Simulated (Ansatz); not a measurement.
## Pressure gauges and gaskets: equation-of-state parameters at work

Bulk modulus and its pressure derivative give the pressure that a small compression needs; a soft, simple solid makes a sensitive pressure gauge, a stiff one a good anvil or seat.

The yardstick is NaCl. Hydrostatic compression by 3 % of the volume (V₀/V = 1.0309), no change of phase.

**Data**

Where the numbers come from (Ansatz, a plane-wave PAW program): B₀, B₀′: r²SCAN, Birch–Murnaghan fit of energy against volume; volume per atom: r²SCAN, relaxed cell.

Definitions used: linear estimate = B₀ × compression; P = (B₀/B₀′)[(V₀/V)^B₀′ − 1]; modulus under load = B₀ + B₀′P; relative pressure = P/P_ref.

```csv
crystal,B₀ (GPa),B₀′,V (Å³/atom),linear estimate (GPa),Murnaghan pressure (GPa),modulus there (GPa),pressure (relative)
Pt3Ag (Cu3Au type),221,5.5,15.63,6.6,7.321,261,8.1
"NaCl (rock salt), reference",27.5,4.7,22.04,0.83,0.8997,31.7,1.00
"Zr2Ga (I4/mcm, tI12)",112,3.7,20.36,3.4,3.608,125,4.0
"YNiIn2 (Cmcm, oS16)",88.1,4.6,20.59,2.6,2.878,101,3.2
```

Runs started from generated or typed cells of the structure named: NaCl. Whether these are the forms stable at ambient conditions was not checked: Pt3Ag (Cu3Au type); Zr2Ga (I4/mcm, tI12); YNiIn2 (Cmcm, oS16). Run without spin polarisation: YNiIn2 (Cmcm, oS16). Spin–orbit coupling is left out unless named.

**Worked example**

The steps for Zr2Ga (I4/mcm, tI12):

linear estimate: 112 × 3/100 = 3.4 GPa; P = (112/3.7) × (1.0309^3.7 − 1) = 3.608 GPa; modulus there: 112 + 3.7 × 3.608 = 125 GPa; relative pressure: 3.608/0.8997 = 4.0.

**Result**

Ranking by relative pressure, highest first: Pt3Ag (Cu3Au type) (8.1 ± 0.41), Zr2Ga (I4/mcm, tI12) (4.0 ± 0.20), YNiIn2 (Cmcm, oS16) (3.2 ± 0.16), NaCl (1.00 ± 0.050). The ± follows from allowances picked for this note (B₀ 5 %, B₀′ 0.4), carried to first order and added in quadrature, each row's own inputs moving alone; ≈ joins neighbours closer than their two ± added in quadrature.

**Caveats**

B₀′ is the least certain number of such a fit, often by half a unit. Where several phases of a formula are at hand, those over 0.1 eV/atom above the lowest were not drawn (by r²SCAN where it compared them, else by the largest value; a layered or molecular lowest phase counts only with a dispersion term); other phases could lie lower still. The rows are a sample and no shortlist: familiar crystals first, some related and some not, whatever their agreement with measurement; tables with many equal figures were not kept. Limits of the draw: no layered crystals, B₀′ of 2 to 8; no unfamiliar magnets, and cubic perovskites only if shown or known to be stable. As a rule kept out of such tables: 4f compounds, open-shell compounds run without a Hubbard term, cells found unstable in the tests at hand, cells close to a higher symmetry, and runs set to a pressure or over 12 % in volume from the crystal's fullest run.
